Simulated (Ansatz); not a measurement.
One stationary structure of PbSe. Space group Fm-3m (No. 225), rock salt type. These are PBE (plane waves to 420 eV, PAW, scalar-relativistic; Ansatz, a quantum-chemistry and plane-wave program) values and carry that method's errors.

```cif
data_PbSe
_chemical_formula_sum 'Pb1 Se1'
_space_group_name_H-M_alt 'P 1'
_space_group_IT_number 1
_cell_length_a 4.39633
_cell_length_b 4.39633
_cell_length_c 4.39633
_cell_angle_alpha 60.000
_cell_angle_beta 60.000
_cell_angle_gamma 60.000
loop_
_space_group_symop_operation_xyz
  'x, y, z'
loop_
_atom_site_label
_atom_site_type_symbol
_atom_site_fract_x
_atom_site_fract_y
_atom_site_fract_z
_atom_site_occupancy
Pb1 Pb 0.00000 0.00000 0.00000 1
Se1 Se 0.50000 0.50000 0.50000 1
```

Problem. Predict the band gap from PBE.

Solution. 0.43 eV, direct at L (no spin-orbit coupling).

No spin polarisation in the result. Without spin-orbit coupling the bands of the heavy element are not split, so the gap can be far off.

The run could not lose the symmetry of its start.
